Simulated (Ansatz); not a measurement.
The cell is La3GaN4 as one 8-atom ordering (Pm) on the wurtzite lattice; cell and atoms were relaxed with r2SCAN. The symmetry is Pm (No. 6, monoclinic); conventional cell a = 5.743 Å, b = 3.849 Å, c = 6.880 Å, β = 91.0°, 19.01 Å³ an atom. Ga has 4 N at 1.92–2.23 Å; La has 4 N at 2.40–2.58 Å; La has 4 N at 2.33–2.50 Å; La has 4 N at 2.35–2.51 Å; N has 1 Ga at 1.92 Å and 3 La at 2.33–2.35 Å; N has 4 La at 2.36–2.43 Å; N has 2 Ga at 2.23 Å and 2 La at 2.50–2.58 Å; N has 1 Ga at 2.01 Å and 3 La at 2.40–2.51 Å.

3 runs of the PAW code Ansatz on this cell differ in the functional (and in the settings that go with it). Levels are in eV from each run's valence top; v1 is the last filled band, c1 the first empty one.

Run A, mean stress 0.0 GPa (compression positive):
```
point     v2     v1    c1    c2
    Γ  -0.86  -0.38  0.86  2.14
    Z  -1.04  -0.26  2.08  2.55
    D  -0.61   0.00  1.70  2.44
```

Run B, mean stress -0.7 GPa (compression positive):
```
point     v2     v1    c1    c2
    Γ  -0.90  -0.37  1.53  2.87
    Z  -1.02  -0.29  2.83  3.28
    D  -0.63   0.00  2.46  3.17
```

Run C, mean stress +1.3 GPa (compression positive):
```
point     v2     v1    c1    c2
    Γ  -0.83  -0.38  0.61  1.84
    Z  -1.01  -0.25  1.82  2.24
    D  -0.60   0.00  1.44  2.14
```

Q: Match the runs to PBE, r2SCAN, HSE06.

A: A is r2SCAN, B is HSE06, C is PBE. In order of the gap: PBE 0.61, r2SCAN 0.86, HSE06 1.53 eV. The stress vanishes for r2SCAN, which relaxed the cell.

The calculation is spin-unpolarised, and the structure need not be a phase that has been made.

Spin-orbit coupling is left out.

The program warns that its thresholds are loose for a hybrid's stress.

The meshes of the hybrids are coarse, so their gaps aren't converged to the digits shown.
